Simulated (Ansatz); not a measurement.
SiC:
```
CELL_PARAMETERS angstrom
      3.07896     0.00000     0.00000
     -1.53948     2.66646     0.00000
      0.00000     0.00000    20.13704
ATOMIC_POSITIONS crystal
  Si 0.33333 0.66667 0.87519
  Si 0.66667 0.33333 0.37519
  Si 0.33333 0.66667 0.62499
  Si 0.66667 0.33333 0.12499
  Si 0.00000 0.00000 0.00009
  Si 0.00000 0.00000 0.50009
  Si 0.66667 0.33333 0.75011
  Si 0.33333 0.66667 0.25011
  C  0.33333 0.66667 0.34412
  C  0.66667 0.33333 0.84412
  C  0.66667 0.33333 0.21872
  C  0.33333 0.66667 0.71872
  C  0.00000 0.00000 0.59386
  C  0.00000 0.00000 0.09386
  C  0.33333 0.66667 0.96892
  C  0.66667 0.33333 0.46892
```

Relaxed with r²SCAN. Special points in fractions of this cell's reciprocal vectors: Γ (0.000, 0.000, 0.000); M (0.500, 0.000, 0.000); K (0.333, 0.333, 0.000); A (0.000, 0.000, 0.500); L (0.500, 0.000, 0.500); H (0.333, 0.333, 0.500).

Task: List the band energies nearest the valence-band maximum at these points for DFT-r²SCAN in the program Ansatz with PAW potentials.

Result: In eV from the valence-band maximum; about four levels below and three above (degenerate sets whole), none deeper than 8.9 eV; points with the same levels are listed once.

```tsv
k	below	above
Γ	-0.18 -0.18 -0.03 0.00 0.00	5.78 5.84 6.17
M	-1.61 -1.58 -1.46 -1.14	2.13 2.34 3.28
K	-2.59 -2.59 -2.53 -2.25 -2.25	3.70 4.45 4.58 4.58
A	-0.06 -0.06 -0.06 -0.06	5.80 5.80 6.28 6.28
L	-1.69 -1.69 -1.27 -1.27	2.26 2.26 3.33 3.33
H	-2.72 -2.72 -2.10 -2.10	4.02 4.02 4.41 4.41
```

Space group P6_3mc. The workflow started from a Materials Project entry (that database holds measured and hypothetical structures alike). Its sites differ from those of the usual phase in this space group: another stacking or structure type. The r²SCAN relaxation kept the symmetry of its start; its stability against distortions is not shown here.

Potentials: the later of the program's two PAW sets.
